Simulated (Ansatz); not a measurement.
# Computed energy against volume: PbS (rock salt)

PbS (rock salt)

Space group Fm-3m (No. 225); a = b = c = 6.0089 Å, α = β = γ = 90.00°

| atom | site | symmetry | x | y | z |
|---|---|---|---|---|---|
| S | 4a | m-3m | 0.0000 | 0.0000 | 0.0000 |
| Pb | 4b | m-3m | 0.5000 | 0.5000 | 0.5000 |
(The calculation used a cell of 2 atoms; values per cell refer to that cell.)

Equation-of-state scan: isotropic scaling of the cell above, V₀ being its volume. Symmetry pins the atoms to their sites.

All values below come from PBE (plane waves to 420 eV, PAW, scalar-relativistic; Ansatz, a first-principles code). k mesh 10×10×10 (Γ-centred), Fermi-Dirac smearing 0.05 eV. The energy includes the smearing's −TS. Stress and pressure are positive under compression. PbS was relaxed with its symmetry unable to fall. Spin-orbit coupling is left out, though Pb is heavy. ΔE is measured from the relaxed starting cell.

```json
[
 {"V (Å³/atom)": "24.408", "ΔE (meV/atom)": "53.8", "P (GPa)": "6.95"},
 {"V (Å³/atom)": "24.860", "ΔE (meV/atom)": "36.2", "P (GPa)": "5.53"},
 {"V (Å³/atom)": "25.312", "ΔE (meV/atom)": "22.4", "P (GPa)": "4.23"},
 {"V (Å³/atom)": "25.764", "ΔE (meV/atom)": "12.2", "P (GPa)": "3.03"},
 {"V (Å³/atom)": "26.217", "ΔE (meV/atom)": "5.3", "P (GPa)": "1.93"},
 {"V (Å³/atom)": "26.668", "ΔE (meV/atom)": "1.3", "P (GPa)": "0.92"},
 {"V (Å³/atom)": "27.120", "ΔE (meV/atom)": "0.0", "P (GPa)": "0.00"},
 {"V (Å³/atom)": "27.573", "ΔE (meV/atom)": "1.2", "P (GPa)": "-0.84"},
 {"V (Å³/atom)": "28.024", "ΔE (meV/atom)": "4.7", "P (GPa)": "-1.61"},
 {"V (Å³/atom)": "28.476", "ΔE (meV/atom)": "10.2", "P (GPa)": "-2.32"},
 {"V (Å³/atom)": "28.929", "ΔE (meV/atom)": "17.7", "P (GPa)": "-2.96"},
 {"V (Å³/atom)": "29.380", "ΔE (meV/atom)": "26.9", "P (GPa)": "-3.55"},
 {"V (Å³/atom)": "29.832", "ΔE (meV/atom)": "37.7", "P (GPa)": "-4.09"}
]
```

Key numbers:

The pressure at the smallest volume is 6.95 GPa and the energy cost of the largest compression comes out as 53.8 meV/atom. The energy cost of the largest expansion is 37.7 meV/atom. The bulk modulus B₀ (third-order Birch-Murnaghan fit) comes out as 52.7 GPa. The pressure derivative B₀′ (fit) is 4.3 and the equilibrium volume of the fit is 27.12 Å³/atom. The pressure for 5 % compression (fit) is 3.0 GPa.

The 13 points together took around 18 core-seconds (rough).

(Under strain, the slope of the energy per volume gives the stress and its curvature an elastic modulus.)
